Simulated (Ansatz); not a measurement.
**Ionic part of the dielectric constant of LaTa₂GeN₃, mode by mode**

All numbers below come from DFT PBE, scalar-relativistic, plane waves, PAW in Ansatz 0.2.0. Settings: 420 eV plane-wave cutoff, Γ-centred 8×8×8 mesh, fixed occupations. No spin polarisation. Phonons by linear response, acoustic sum rule imposed.

Space group P1 (No. 1), triclinic, a = 5.307 Å, b = 5.724 Å, c = 6.211 Å, α = 114.0°, β = 94.8°, γ = 113.6°. La is surrounded by 3 N at 2.48–2.62 Å, 2 Ge at 3.15 Å, 5 Ta at 3.49–3.82 Å, 1 Ge at 3.97 Å, 3 N at 4.08–4.18 Å and 3 Ta at 4.10–4.33 Å; Ta on its first site has 3 N at 1.94–1.95 Å, 1 Ge at 2.52 Å, 3 Ta at 3.35–3.47 Å and 3 La at 3.49–3.72 Å; Ta on its second site is surrounded by 3 N at 1.93–1.96 Å, 1 Ge at 2.57 Å, 3 Ta at 3.35–3.47 Å, 2 La at 3.80–3.82 Å, 2 N at 3.95–4.05 Å, 1 Ge at 4.04 Å, 1 La at 4.10 Å, 1 N at 4.30 Å and 1 La at 4.33 Å; Ge is surrounded by 2 Ta at 2.52–2.57 Å and 2 La at 3.15 Å; N on its first site has 2 Ta at 1.93–1.94 Å and 1 La at 2.62 Å; N on its second site is surrounded by 2 Ta at 1.94–1.95 Å and 1 La at 2.48 Å; 1 more site not described.

It was reached by relaxing an invented guess, and it needn't be the stable form of this composition. Spin–orbit coupling is left out, which matters for heavy elements.

The primitive cell has V = 151.07 Å³ and ε∞,zz = 15.872. Each polar mode adds Δε = (4.92064×10⁷/V)·S/ν² along z, with S its oscillator strength in e²/amu, ν in cm⁻¹ and V in Å³.

Question: From these modes, find each Δε and ε0,zz.
| ν (cm⁻¹) | S_zz (e²/amu) |
| --- | --- |
| 52.18 | 0.00216 |
| 97.80 | 0.00126 |
| 120.84 | 0.01233 |
| 122.53 | 0.05038 |
| 149.98 | 0.0044 |
| 159.77 | 0.02911 |
| 175.71 | 0.1002 |
| 194.37 | 0.01711 |
| 212.33 | 0.00292 |
| 246.47 | 0.3414 |
| 275.49 | 0.3048 |
| 312.71 | 0.05329 |
| 482.44 | 0.2192 |
| 505.74 | 0.6886 |
| 540.12 | 0.4491 |
| 650.83 | 0.04107 |
| 661.25 | 0.00353 |
| 861.46 | 2.334 |

Answer:
```
ν (cm⁻¹)    Δε
   52.18  0.26
   97.80  0.04
  120.84  0.28
  122.53  1.09
  149.98  0.06
  159.77  0.37
  175.71  1.06
  194.37  0.15
  212.33  0.02
  246.47  1.83
  275.49  1.31
  312.71  0.18
  482.44  0.31
  505.74  0.88
  540.12  0.50
  650.83  0.03
  661.25  0.00
  861.46  1.02
```

The sum is 9.39, so ε0,zz = 25.26; the run's tensor has 25.26.

Question: Where do the longitudinal modes lie for a wave vector along z?

Answer: At 52.44, 97.87, 121.07, 125.40, 150.15, 160.80, 179.59, 195.07, 212.42, 254.72, 287.75, 315.08, 484.97, 516.74, 552.33, 651.53, 661.31, 891.19 cm⁻¹. The Lyddane–Sachs–Teller product Π(ν_LO/ν_TO)² = 1.59 agrees with ε0/ε∞ = 1.59.
